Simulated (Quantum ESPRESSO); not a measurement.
Band energies of K$_{2}$CO$_{3}$

```xyz
12
Lattice="5.7421 0.0000 0.0000 -2.8711 4.9728 0.0000 0.0000 0.0000 6.8159" Properties=species:S:1:pos:R:3 pbc="T T T"
C      0.0000     3.3152     5.1119
C      2.8711     1.6576     1.7040
O      1.1216     3.9628     5.1119
O      1.7494     1.0100     1.7040
O      2.8711     2.9528     1.7040
O      0.0000     2.0201     5.1119
O     -1.1216     3.9628     5.1119
O      3.9927     1.0100     1.7040
K      2.8711     1.6576     5.1119
K      0.0000     3.3152     1.7040
K      0.0000     0.0000     3.4079
K      0.0000     0.0000     0.0000
```

PBEsol (Quantum ESPRESSO, PseudoDojo norm-conserving, 84 Ry, without SOC); path ΓMKΓALHA,LM,KH; energies in eV from the valence-band maximum.

```csv
k (1/Å),point,band 36,band 37,band 38,band 39,band 40,band 41,band 42,band 43
0.00,Γ,-1.64,-1.52,-1.52,-0.07,0.00,3.48,5.07,5.74
0.42,,-1.68,-1.57,-1.50,-0.31,-0.21,4.32,5.34,5.59
0.63,M,-1.63,-1.62,-1.42,-0.38,-0.28,4.92,5.30,5.39
0.63,K,-1.61,-1.61,-1.38,-0.37,-0.37,5.27,5.27,5.51
1.00,,-1.68,-1.57,-1.53,-0.27,-0.18,4.14,5.37,5.54
1.36,Γ,-1.64,-1.52,-1.52,-0.07,0.00,3.48,5.07,5.74
1.82,A,-1.52,-1.52,-1.52,-0.04,-0.04,4.68,4.68,5.67
2.14,,-1.64,-1.56,-1.56,-0.19,-0.19,5.11,5.11,5.65
2.45,L,-1.66,-1.61,-1.61,-0.33,-0.33,5.43,5.43,6.13
2.64,,-1.63,-1.61,-1.61,-0.35,-0.35,5.45,5.45,6.17
2.82,H,-1.61,-1.61,-1.61,-0.37,-0.37,5.47,5.47,6.24
2.96,,-1.63,-1.60,-1.60,-0.34,-0.34,5.45,5.45,6.05
3.26,,-1.63,-1.56,-1.56,-0.17,-0.17,5.05,5.05,5.65
3.55,A,-1.52,-1.52,-1.52,-0.04,-0.04,4.68,4.68,5.67
3.55,L,-1.66,-1.61,-1.61,-0.33,-0.33,5.43,5.43,6.13
3.70,,-1.62,-1.62,-1.54,-0.35,-0.30,5.31,5.54,5.56
4.01,M,-1.63,-1.62,-1.42,-0.38,-0.28,4.92,5.30,5.39
4.01,K,-1.61,-1.61,-1.38,-0.37,-0.37,5.27,5.27,5.51
4.47,H,-1.61,-1.61,-1.61,-0.37,-0.37,5.47,5.47,6.24
```

The PBEsol gap is direct, 3.48 eV at Γ.

Geometry of the Materials Project entry, not relaxed at this level.

The structure is a Materials Project entry; no match was found in the copy of COD used, and its stability was not checked.
